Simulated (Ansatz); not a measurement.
IrC:
```yaml
crystal:
  lattice:
    - [0.00000, 2.17608, 2.17608]
    - [2.17608, 0.00000, 2.17608]
    - [2.17608, 2.17608, 0.00000]
  atoms:
    - { symbol: Ir, position: [0.00000, 0.00000, 0.00000] }
    - { symbol: C, position: [0.50000, 0.50000, 0.50000] }
```

Relaxed with PBEsol. Special points in fractions of this cell's reciprocal vectors: Γ (0.000, 0.000, 0.000); X (0.500, 0.000, 0.500); U (0.625, 0.250, 0.625); K (0.375, 0.375, 0.750); L (0.500, 0.500, 0.500); W (0.500, 0.250, 0.750).

### Question
List the band energies nearest the Fermi level at these points for the program Ansatz at the PBEsol level (PAW).

### Answer
In eV from the Fermi level; about four levels below and three above (degenerate sets whole), none deeper than 8.9 eV; … stands for higher levels left out; points with the same levels are listed once.

```csv
k,below,above
Γ,-3.99 -3.99 -3.99 -2.97 -2.97,…
X,-2.41 -2.41 -1.71 -0.51 -0.51,…
U,-6.24 -5.39 -2.48 -1.03,0.28 2.16 …
L,-6.98 -6.98 -1.33 -1.33,0.21 5.72 …
W,-6.39 -6.39 -0.69 -0.69 -0.51,1.12 …
```

Space group Fm-3m (rock salt). The start of the workflow was typed in or built on a structure type; neither database checked (COD, Materials Project) lists it. Whether it is the stable phase at ambient conditions was not checked. The cell was relaxed with PBEsol under the symmetry of its start. At this level the phase is dynamically unstable (imaginary phonons). The run is not spin-polarised. Its formation energy is positive at this level, so the cell may be metastable or incomplete. Scalar-relativistic: spin–orbit coupling is off unless named, which matters more the heavier the elements.

Potentials: the earlier of the program's two PAW sets. The files were generated under PBE; for other functionals the program regenerates the frozen cores, and for LDA and PBEsol the local potential too.
